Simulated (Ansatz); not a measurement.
## Two-dimensional strain map in Re

Method: DFT PBEsol, scalar-relativistic, plane waves, PAW in Ansatz. Settings: plane waves to 420 eV, k-mesh 20×20×20 (Γ-centred), Gaussian smearing 0.15 eV. Spin–orbit coupling is left out, which can shift energies with elements as heavy as these. No spin polarisation. Energies are free energies at this smearing, counted from the undisturbed cell; pressure is positive in compression.

The undisturbed cell (as given, not relaxed at this level; it stands at -18.5 GPa; this fcc form isn't the usual structure):

```xyz
1
Lattice="0.0000 1.9750 1.9750 1.9750 0.0000 1.9750 1.9750 1.9750 0.0000" Properties=species:S:1:pos:R:3 pbc="T T T"
Re    0.0000    0.0000    0.0000
```

The cell is strained by p along both x and y and by q along z, fractional coordinates fixed. Points are written (p, q). At -19 GPa the given cell is far from its own equilibrium, so these figures belong to a strongly strained crystal.

Energy above the undisturbed cell in meV/atom (a dash: not computed):

```
 p \ q  -0.080  -0.040  0.000  0.040   0.080
-0.080   750.5   447.5  280.5  217.4       ?
-0.040   210.2    39.7  -17.8   15.5   116.9
 0.000    26.4   -31.4    0.0      ?       ?
 0.040    91.9   134.0  240.2      ?   613.1
 0.080   332.4   460.6  630.3  839.9  1083.9
```

Fill in the withheld energies.

(-0.080, 0.080): 228.7; (0.000, 0.040): 105.8; (0.000, 0.080): 270.7; (0.040, 0.040): 403.3.